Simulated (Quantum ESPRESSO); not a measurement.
## Band energies of Ba$_{2}$MgH$_{6}$

```
Ba2MgH6
1.0
    5.71782     0.00000     0.00000
   -2.85891     4.95178     0.00000
    0.00000     0.00000     4.53831
H Mg Ba
6 1 2
Direct
  0.82964   0.65927   0.77533
  0.17036   0.34073   0.22467
  0.34073   0.17036   0.77533
  0.65927   0.82964   0.22467
  0.82964   0.17036   0.77533
  0.17036   0.82964   0.22467
  0.00000   0.00000   0.00000
  0.66667   0.33333   0.26704
  0.33333   0.66667   0.73296
```

LDA (pw.x of Quantum ESPRESSO, ONCV potentials, without SOC); path ΓMKΓALHA,LM,KH; energies in eV from the valence-band maximum.

| k (1/Å) | point | band 14 | band 15 | band 16 | band 17 | band 18 | band 19 | band 20 | band 21 |
|---|---|---|---|---|---|---|---|---|---|
| 0.00 | Γ | -2.29 | -2.13 | -2.13 | -0.09 | -0.09 | 2.60 | 3.78 | 3.78 |
| 0.42 |  | -2.78 | -2.04 | -1.63 | -0.50 | 0.00 | 3.28 | 3.42 | 3.78 |
| 0.63 | M | -3.11 | -2.03 | -1.40 | -0.54 | -0.02 | 3.16 | 3.37 | 3.46 |
| 0.63 | K | -2.58 | -2.58 | -0.93 | -0.93 | -0.22 | 2.69 | 3.74 | 3.95 |
| 1.18 |  | -2.29 | -2.21 | -2.02 | -0.21 | -0.06 | 2.93 | 3.61 | 3.74 |
| 1.37 | Γ | -2.29 | -2.13 | -2.13 | -0.09 | -0.09 | 2.60 | 3.78 | 3.78 |
| 1.54 |  | -2.23 | -2.15 | -2.15 | -0.32 | -0.32 | 2.82 | 3.89 | 3.89 |
| 2.06 | A | -2.59 | -2.10 | -2.10 | -1.52 | -1.52 | 4.70 | 4.96 | 5.33 |
| 2.48 |  | -2.42 | -1.77 | -1.74 | -1.27 | -1.05 | 3.36 | 3.54 | 4.06 |
| 2.69 | L | -2.39 | -1.64 | -1.57 | -1.22 | -0.86 | 3.03 | 3.07 | 3.78 |
| 3.06 | H | -1.93 | -1.93 | -1.93 | -1.03 | -1.03 | 3.39 | 3.45 | 4.34 |
| 3.35 |  | -2.34 | -1.91 | -1.69 | -1.25 | -1.05 | 3.34 | 3.51 | 4.37 |
| 3.79 | A | -2.59 | -2.10 | -2.10 | -1.52 | -1.52 | 4.70 | 4.96 | 5.33 |
| 3.79 | L | -2.39 | -1.64 | -1.57 | -1.22 | -0.86 | 3.03 | 3.07 | 3.78 |
| 3.97 |  | -2.38 | -1.63 | -1.60 | -1.27 | -0.78 | 2.76 | 3.49 | 3.58 |
| 4.48 | M | -3.11 | -2.03 | -1.40 | -0.54 | -0.02 | 3.16 | 3.37 | 3.46 |
| 4.48 | K | -2.58 | -2.58 | -0.93 | -0.93 | -0.22 | 2.69 | 3.74 | 3.95 |
| 4.66 |  | -2.46 | -2.46 | -0.99 | -0.99 | -0.58 | 3.20 | 3.66 | 3.82 |
| 5.18 | H | -1.93 | -1.93 | -1.93 | -1.03 | -1.03 | 3.39 | 3.45 | 4.34 |

The LDA gap is indirect, 2.60 eV, from 67 % of the way from Γ to M to Γ; the smallest direct gap is 2.70 eV.

Geometry of the Materials Project entry, not relaxed at this level.

The structure is a Materials Project entry; no match was found in the copy of COD used, and its stability was not checked.
